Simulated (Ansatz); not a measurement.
The relaxed structure here is a generated cell of AlRu: the first start was made by placing the elements on the sites of a structure type, and the end was not matched to a known phase here, so it may be hypothetical.

A relaxed cell of AlRu (Fd-3m (No. 227)), relaxed on a k-mesh at least as fine as the one used below. These are r2SCAN (plane waves to 500 eV, PAW, scalar-relativistic; Ansatz, a program for electronic structure) values and carry that method's errors. Γ-centred k-mesh 9×9×9 on the run's cell (coarser than for final values), Fermi–Dirac smearing 0.05 eV.

```
AlRu
1.0
    0.00000     6.05420     6.05420
    3.02710     0.00000     3.02710
    3.02710     3.02710     0.00000
Al Ru
4 4
Direct
  0.37500   0.75000   0.75000
  0.87500   0.75000   0.75000
  0.25000   0.50000   0.50000
  0.75000   0.50000   0.50000
  0.00000   0.00000   0.00000
  0.50000   0.00000   0.00000
  0.12500   0.25000   0.25000
  0.62500   0.25000   0.25000
```

The atoms are displaced along an unstable phonon of this cell by (Å):

```csv
atom,ux,uy,uz
Al1,-0.042,0.042,0.042
Al2,0.042,-0.042,-0.042
Al3,-0.042,0.042,0.042
Al4,0.042,-0.042,-0.042
Ru5,-0.087,0.087,0.087
Ru6,0.087,-0.087,-0.087
Ru7,0.087,-0.087,-0.087
Ru8,-0.087,0.087,0.087
```

Question: What forces (eV/Å) and pressure result?

Answer: 
```json
[
 {"atom": "Al1", "Fx": "0.13", "Fy": "-0.13", "Fz": "-0.13"},
 {"atom": "Al2", "Fx": "0.00", "Fy": "0.00", "Fz": "0.00"},
 {"atom": "Al3", "Fx": "0.00", "Fy": "0.00", "Fz": "0.00"},
 {"atom": "Al4", "Fx": "-0.13", "Fy": "0.13", "Fz": "0.13"},
 {"atom": "Ru5", "Fx": "0.30", "Fy": "-0.30", "Fz": "-0.30"},
 {"atom": "Ru6", "Fx": "-0.02", "Fy": "0.02", "Fz": "0.02"},
 {"atom": "Ru7", "Fx": "-0.30", "Fy": "0.30", "Fz": "0.30"},
 {"atom": "Ru8", "Fx": "0.02", "Fy": "-0.02", "Fz": "-0.02"}
]
```

Pressure +0.7 GPa.

No spin polarisation in the result.

The run that gave the undisplaced cell could not lose the symmetry of its start, so the end can be a saddle point.
